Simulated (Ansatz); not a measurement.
BAs:
```yaml
crystal:
  lattice:
    - [0.00000, 2.40456, 2.40456]
    - [2.40456, 0.00000, 2.40456]
    - [2.40456, 2.40456, 0.00000]
  atoms:
    - { symbol: As, position: [0.75000, 0.75000, 0.75000] }
    - { symbol: B, position: [0.00000, 0.00000, 0.00000] }
```

Relaxed with PBE. Special points in fractions of this cell's reciprocal vectors: Γ (0.000, 0.000, 0.000); X (0.500, 0.000, 0.500); U (0.625, 0.250, 0.625); K (0.375, 0.375, 0.750); L (0.500, 0.500, 0.500); W (0.500, 0.250, 0.750).

### Question
List the band energies nearest the valence-band maximum at these points for DFT-PBE in the program Ansatz with PAW potentials.

### Answer
In eV from the valence-band maximum; about four levels below and three above (degenerate sets whole), none deeper than 8.9 eV; … stands for higher levels left out; points with the same levels are listed once.

```tsv
k	below	above
Γ	0.00 0.00 0.00	3.26 3.26 3.26
X	-8.41 -3.99 -3.99	1.46 1.47 …
U	-8.04 -5.81 -3.41	2.06 5.50 9.10
L	-8.63 -1.79 -1.79	2.57 4.77 4.77
W	-7.96 -5.36 -5.07	5.26 5.83 6.77
```

Space group F-43m (zinc blende). Symmetry was held in the PBE relaxation. Spin–orbit coupling is left out wherever it is not named.

Potentials: the later of the program's two PAW sets.
